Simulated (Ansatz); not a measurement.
Clean, relaxed (101) surface of TiAl, space group P4/mmm (No. 123) (top face towards +c; atoms held fixed, by place in the list: 1, 2, 3, 4):

```yaml
crystal:
  lattice:
    - [2.79516, 0.00000, 0.00000]
    - [0.00000, 4.91165, 0.00000]
    - [0.00000, 0.00000, 23.89519]
  atoms:
    - { symbol: Ti, position: [0.00000, 0.32386, 0.35572] }
    - { symbol: Al, position: [0.50000, 0.82386, 0.35572] }
    - { symbol: Ti, position: [0.00000, 0.64772, 0.45191] }
    - { symbol: Al, position: [0.50000, 0.14772, 0.45191] }
    - { symbol: Ti, position: [0.00000, 0.97146, 0.54756] }
    - { symbol: Al, position: [0.50000, 0.47129, 0.54845] }
    - { symbol: Ti, position: [0.00000, 0.28469, 0.64114] }
    - { symbol: Al, position: [0.50000, 0.78279, 0.64670] }
```

These are results of DFT PBEsol, scalar-relativistic, plane waves, PAW in Ansatz 0.2.0, not measurements. Plane waves to 420 eV, a k mesh through Γ of 10×6×1 on the computed 8-atom cell and Gaussian smearing (0.10 eV); no spin polarisation. The cell repeats along c with a dipole correction in the vacuum.

N (atom) is adsorbed on the top face, one adsorbate per 13.7 Å², and relaxed from 3 starting sites (fractions of a and b). E_ads counts from the clean slab and the free adsorbate (spin-polarised where it has unpaired electrons); negative means bound. Heights count from the highest slab atom after relaxation. Δφ is the top face's. Δp counts per cell along +c. Bonded neighbours lie within 1.25 times the sum of covalent radii (1.35 for H) and, on that scale, within 12 % of the closest. With the adsorbate the cell is lengthened along c to keep the vacuum.

| start | ends at | E_ads (eV) | height (Å) | shortest contact | Δφ (eV) | Δp (e·Å) |
| --- | --- | --- | --- | --- | --- | --- |
| top (Al) at (0.50, 0.78) | (0.50, 0.48), 2 bonded neighbours (Ti) | -7.39 | 0.77 | N–Ti 1.83 Å | +0.84 | -0.068 |
| hollow (Ti-Ti-Al) at (0.50, 0.12) | (0.50, 0.15), 2 bonded neighbours (Ti) | -7.33 | 0.87 | N–Ti 1.83 Å | +1.31 | -0.102 |
| bridge (Ti-Ti) at (0.50, 0.28) | (0.50, 0.16), 2 bonded neighbours (Ti) | -7.33 | 0.87 | N–Ti 1.83 Å | +1.27 | -0.099 |

Among the sites tried, the lowest end comes from the top (Al) at (0.50, 0.78) start; other sites may lie lower.

Each end is the local minimum or symmetric point that its start leads to. The slab is only 6.9 Å thick, so the energies aren't converged with thickness.

Spin polarisation was left out, and a magnetic state may lie lower.